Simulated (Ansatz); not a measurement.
CaSe, in the lowest among the structures calculated here: Fm-3m (No. 225), cF8, rock salt type; a = b = c = 5.935 Å, α = β = γ = 90.00°; Se 4a (0.000, 0.000, 0.000); Ca 4b (0.500, 0.500, 0.500). Method: r2SCAN (plane waves to 500 eV, PAW, scalar-relativistic; Ansatz, an electronic-structure program). Element references, the lowest calculated here: Se (P3₁21), Ca (Fm-3m).

Task: What is the computed formation energy of this Fm-3m form of CaSe from the elements (r2SCAN)?

Result: -2.32 eV/atom.

Static energies, no anion corrections, no zero-point energy. Values are rounded to 0.01 eV/atom. The compounds carry no spin polarisation.
